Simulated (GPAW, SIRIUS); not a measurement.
# NbTe: 6 runs at one level of theory

```
CELL_PARAMETERS angstrom
3.70297 0.00000 0.00000
-1.85149 3.20687 0.00000
0.00000 0.00000 3.69421
ATOMIC_POSITIONS crystal
Te 0.66667 0.33333 0.00000
Nb 0.00000 0.00000 0.50000
```

The cell comes from a database or a generator and needn't be the stable form of this composition.

Alike in all runs: task single point; functional PBE; k mesh 8 × 8 × 7; occupations fermi-dirac, width 0.05 eV; no spin polarisation; no spin-orbit coupling. Pressure is positive in compression and, in plane waves, holds the error of the finite cutoff.

| program and potentials | plane-wave cutoff (eV) | notes | pressure (GPa) |
| --- | --- | --- | --- |
| SIRIUS, SG15 1.2 PBE (norm-conserving) | 1127 | 14.5 valence electrons an atom on average | -0.32 |
| SIRIUS, PseudoDojo 0.4 PBE stringent (scalar relativistic) | 1472 | 18.5 valence electrons an atom on average | -0.55 |
| SIRIUS, PseudoDojo 0.4.1 PBE standard (scalar relativistic) | 1127 | 14.5 valence electrons an atom on average | -0.23 |
| SIRIUS, GBRV 1.5 PBE (ultrasoft) | 557 | 9.5 valence electrons an atom on average | -0.08 |
| GPAW, GPAW PAW data sets (gpaw-data 1.2.1) | 600 | 9.5 valence electrons an atom on average | -1.53 |
| SIRIUS, JTH 2.0 PBE (PAW) | 557 | 9.5 valence electrons an atom on average | -0.02 |

The pressure spans -1.53 (GPAW, GPAW PAW data sets (gpaw-data 1.2.1)) to -0.02 GPa (SIRIUS, JTH 2.0 PBE (PAW)).

The functional is the same throughout but for its coding, so the spread measures potentials, basis and numerics; runs on potential files found faulty are left out.
